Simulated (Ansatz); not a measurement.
Au (fcc (Cu type)), relaxed with PBEsol (Ansatz, a quantum-chemistry and plane-wave program, plane waves, PAW): a = b = c = 4.082 Å, α = β = γ = 90.00°.

Question: The same phase is relaxed and computed with PBE+D3(BJ) in the same code. What is the cell now?

Answer: a = b = c = 4.102 Å, α = β = γ = 90.00°.

All cells were relaxed under the symmetry of their starts (and spin orders); stability against distortions was not tested throughout. Spin–orbit coupling is left out wherever it is not named.

Potentials: the earlier of the program's two PAW sets.

Ansatz is a plane-wave DFT program.
